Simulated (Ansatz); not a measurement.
**Question.** Name crystals whose computed values (the program Ansatz at the LDA level (PAW)) fall in these windows: G_Hill (GPa) 65 to 80; B₀ by P(V) fit (GPa) 86 to 110; highest Γ mode, no LO–TO term (cm⁻¹) 290 to 390.

**Answer.** 

| crystal | G_Hill (GPa) | B₀ by P(V) fit (GPa) | highest Γ mode, no LO–TO term (cm⁻¹) |
|---|---|---|---|
| YSi, Cmcm (Y on 4c, Si on 4c) | 70.8 | 101 | 354 |
| ScAl3, Cu3Au type | 79.2 | 96.2 | 342 |
Others may fit too.

Standing as an ambient phase not checked: YSi, Cmcm (Y on 4c, Si on 4c). All cells were relaxed under the symmetry of their starts (and spin orders); stability against distortions was not tested throughout. Rows with no word on spin ran without spin polarisation. Scalar-relativistic: spin–orbit coupling is off unless named, which matters more the heavier the elements.

Potentials: the later of the program's two PAW sets.
